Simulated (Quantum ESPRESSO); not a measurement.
```xyz
4
Lattice="3.8316 0.0000 0.0000 0.0000 3.8316 0.0000 0.0000 0.0000 4.7402" Properties=species:S:1:pos:R:3 pbc="T T T"
O      1.9158     1.9158     0.0000
O      0.0000     0.0000     0.0000
Sn     0.0000     1.9158     1.1607
Sn     1.9158     0.0000     3.5795
```

Cell and atoms were relaxed with PBE+D3(BJ) from Materials Project entry mp-2097, within its symmetry.

Q: What does PBEsol (Quantum ESPRESSO, PseudoDojo norm-conserving, 84 Ry, without SOC) give for the electronic structure near the Fermi level?

A: At this level the gap is closed or nearly so: along the path the highest valence and lowest conduction bands touch, or overlap by less than 0.6 eV, a zero-gap or semimetallic result; the valence top lies at 91 % of the way from M to Γ, the conduction bottom at M, 0.08 eV lower. Semilocal functionals close the gaps of some narrow-gap semiconductors, so this alone doesn't show that the compound has none. Spin-orbit splittings are left out.
